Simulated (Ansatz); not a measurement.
MgO:
```
MgO
1.0
    3.24678     0.00000     0.00000
   -1.62339     2.81180     0.00000
    0.00000     0.00000    10.39602
Mg O
4 4
Cartesian
  0.00000   1.87453  10.07935
  1.62339   0.93727   4.88134
  0.00000   0.00000   2.29639
  0.00000   0.00000   7.49440
  0.00000   1.87453   8.10858
  1.62339   0.93727   2.91057
  0.00000   0.00000   5.50562
  0.00000   0.00000   0.30761
```

Relaxed with r²SCAN.

Question: Map the electron localisation function on the plane through (0.333, 0.667, 0.970) spanned by u = [0, 0, 1] and v = [1, -1, 0] in lattice vectors, from r²SCAN in the plane-wave PAW code Ansatz.

Answer: x is the fraction of u, y of v (the angle between them is 90°; rows are the nearest grid lines); atoms in the plane: Mg at (0.00, 0.00), Mg at (0.50, 0.33), Mg at (0.25, 0.67), Mg at (0.75, 0.67), O at (0.81, 0.00), O at (0.31, 0.33), O at (0.56, 0.67), O at (0.06, 0.67).
```
|1351000000000000000000000015898338960431|
|2440000000000000000000000015898569960442|
|4420000000000000000011000004899899960254|
|0025652000000000001367653100257998730000|
|2589874000000000002588886200001467510012|
|8999985002320000003699998400121013200158|
|9999996014542000014799999501444100000379|
|9834996043135100015883499604313510001589|
|9844996043235100015884499604323510001589|
|9978996034443000014898899603444400001589|
|9999995013431001003799999601444100000479|
|8999974000100243101499998500111000000268|
|4565420014799998400000354200000000000024|
|2222100037999999501431011000000000000012|
|0000000048998899603443000000000000000000|
|0000000158984499604335100000000000000000|
|0000000158983489604335100000000000000000|
|0000000047999999502442000000011111000000|
|0000000036899998500210000000234544210000|
|0000000015789887400000000001467776520000|
|0000000013567664200000000002689998740000|
|4530000000011100000000000004899889960254|
|2440000000000000000000000015898559960442|
|1351000000000000000000000015898338960431|
```
Scale: ten equal steps from 0.013 (start of '0') to 0.838 (end of '9'), in the order '0123456789'; x runs from 0.000 to 1.00, y from 0.000 (bottom) to 1.00 (top).

The density is the valence pseudo-density with augmentation charge, so density and ELF within about 1 Å of a nucleus are not all-electron values.

Space group P6_3mc. The workflow started from a Materials Project entry (that database holds measured and hypothetical structures alike); the Crystallography Open Database copy checked does not list it. It is not the phase usual at ambient conditions (space group No. 225). The cell was relaxed with r²SCAN under the symmetry of its start; its stability against distortions is not shown here.

Potentials: the later of the program's two PAW sets.
